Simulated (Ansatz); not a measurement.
Si:
```
CELL_PARAMETERS angstrom
     -5.03087     5.03087     5.03087
      5.03087    -5.03087     5.03087
      5.03087     5.03087    -5.03087
ATOMIC_POSITIONS crystal
  Si 0.00000 0.00000 0.00000
  Si 0.27150 0.27150 0.27150
  Si 0.00000 0.00000 0.72850
  Si 0.00000 0.72850 0.00000
  Si 0.72850 0.00000 0.00000
  Si 0.50000 0.25000 0.75000
  Si 0.50000 0.75000 0.25000
  Si 0.75000 0.50000 0.25000
  Si 0.25000 0.50000 0.75000
  Si 0.25000 0.75000 0.50000
  Si 0.75000 0.25000 0.50000
  Si 0.44138 0.44138 0.16933
  Si 0.27206 0.27206 0.83067
  Si 0.72794 0.55862 0.00000
  Si 0.55862 0.72794 0.00000
  Si 0.16933 0.44138 0.44138
  Si 0.83067 0.27206 0.27206
  Si 0.00000 0.72794 0.55862
  Si 0.00000 0.55862 0.72794
  Si 0.44138 0.16933 0.44138
  Si 0.27206 0.83067 0.27206
  Si 0.55862 0.00000 0.72794
  Si 0.72794 0.00000 0.55862
```

Relaxed with r²SCAN.

Problem. Which orbitals make up the states near the band edges in DFT-r²SCAN in the program Ansatz with PAW potentials?

Solution. Top 1 eV of the valence band: Si 3p 96 %. Bottom 1 eV of the conduction band: Si 3p 65 %, Si 3s 21 %, outside the projected shells 14 %. Projections are on Löwdin-orthogonalised atomic valence shells; empty p or d shells of many metals are not among them.

Problem. Tabulate the density of states.

Solution. States/eV per cell of 23 atoms, in 0.25 eV bins, energy from the valence-band maximum.

```
E (eV)  total  Si 3p  Si 3s
------  -----  -----  -----
-7.85    9.71   3.61   6.04
-7.60    7.48   2.84   4.59
-7.35    6.78   2.62   4.11
-7.10    1.67   0.67   0.99
-6.85    5.51   2.83   2.63
-6.60    3.74   1.98   1.73
-6.35    7.71   3.90   3.75
-6.10    5.65   2.83   2.77
-5.85    3.13   1.60   1.50
-5.60    4.83   2.62   2.16
-5.35    7.12   4.36   2.67
-5.10    6.61   4.18   2.35
-4.85    6.75   4.39   2.29
-4.60    3.21   2.07   1.10
-4.35    1.52   1.00   0.50
-4.10   16.49  12.55   3.73
-3.85    9.16   7.28   1.77
-3.60    4.35   3.86   0.44
-3.35   13.33  11.86   1.32
-3.10    9.50   8.37   1.02
-2.85   10.59   9.34   1.13
-2.60    7.26   6.54   0.64
-2.35    6.91   6.42   0.40
-2.10   12.35  11.44   0.75
-1.85   20.02  18.57   1.18
-1.60   12.87  11.92   0.77
-1.35   15.90  14.85   0.82
-1.10   13.93  12.99   0.72
-0.85   19.93  18.97   0.63
-0.60   14.25  13.68   0.33
-0.35   14.11  13.60   0.26
-0.10    7.40   7.15   0.10
0.15     0.00   0.00   0.00
0.40     0.00   0.00   0.00
0.65     0.00   0.00   0.00
0.90     0.00   0.00   0.00
1.15     0.00   0.00   0.00
1.40     0.15   0.10   0.04
1.65     2.17   1.42   0.52
1.90     4.19   2.71   0.95
2.15     7.20   4.59   1.60
2.40    12.50   8.18   2.46
2.65    11.43   6.62   2.84
2.90    12.14   7.30   2.95
3.15    13.69   8.24   3.22
3.40    17.44  10.59   3.91
3.65    15.57   9.36   3.32
3.90    15.34   9.15   3.14
4.15    15.26   9.43   2.82
4.40    16.64   9.93   2.65
4.65    14.33   8.49   1.96
4.90    16.58   9.64   2.25
5.15    14.25   8.26   1.66
5.40    15.46   8.48   1.82
5.65    14.82   8.05   1.51
5.90    12.50   5.99   1.36
6.15    12.22   5.73   1.30
```

Space group I-43m. The start of the workflow was typed in or built on a structure type; the Crystallography Open Database copy checked does not list it. It is not the phase usual at ambient conditions (space group No. 227). Symmetry was held in the r²SCAN relaxation; whether a distortion lowers the energy is not shown.

Potentials: the later of the program's two PAW sets.
